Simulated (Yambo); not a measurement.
G0W0@PBEsol for CsHgF3 (cubic perovskite, space group Pm-3m, No. 221) in Yambo. Reference settings: 2×2×2 Γ-centred k mesh, bands 9 to 296 and a 7 Ry block in the screening, 296 bands in G with the Bruneval-Gonze terminator, plasmon pole fitted at 27.2 eV. The PBEsol gap R → Γ on this mesh is 0.44 eV; G0W0 gaps are taken between the same points.

| change from the reference | G0W0 gap R → Γ (eV) | shift of the valence edge (eV) |
|---|---|---|
| reference settings | 2.19 | -0.88 |
| no random integration | 2.09 | -0.61 |
| 120 bands in G | … | -0.87 |
| pole fitted at 10 eV | 2.22 | -0.79 |
| 6 Ry block | 2.19 | -0.89 |
| no terminator | 2.02 | -0.59 |
| 196 bands in G | 2.21 | -0.88 |
| 196 bands in W, 196 bands in G | 2.31 | -0.83 |

### Question
Estimate the withheld gaps from the other rows; the computed values follow.

### Answer

- 120 bands in G, G0W0 gap R → Γ (eV): 2.25

The reference isn't shown to be the converged limit.

Spin-orbit coupling is included.

Geometry of the Materials Project entry, not relaxed at this level; primitive cell a = 4.595 Å, b = 4.595 Å, c = 4.595 Å, α = 90.00°, β = 90.00°, γ = 90.00°.

A shift is the quasiparticle energy of the state minus its PBEsol energy.
